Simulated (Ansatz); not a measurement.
**Question.** Name crystals whose computed values (plane-wave PAW r²SCAN (Ansatz code)) fall in these windows: B₀ by P(V) fit (GPa) 41 to 60; G_Hill (GPa) 31 to 41; Θ_D (K) 340 to 420.

**Answer.** 

```json
[
 {"crystal": "Ca6Sb2PN, Fm-3m (Ca on 24e, Sb on 8c, P on 4a, N on 4b)", "B₀ by P(V) fit (GPa)": "50.9", "G_Hill (GPa)": "37.8", "Θ_D (K)": "372"},
 {"crystal": "CaSe, rock salt", "B₀ by P(V) fit (GPa)": "52.0", "G_Hill (GPa)": "36.1", "Θ_D (K)": "343"}
]
```
Others may fit too.

Typed or built starts, not in the databases checked: Ca6Sb2PN, Fm-3m (Ca on 24e, Sb on 8c, P on 4a, N on 4b). All cells were relaxed under the symmetry of their starts (and spin orders); stability against distortions was not tested throughout. Spin–orbit coupling is left out wherever it is not named.

Potentials: the later of the program's two PAW sets.
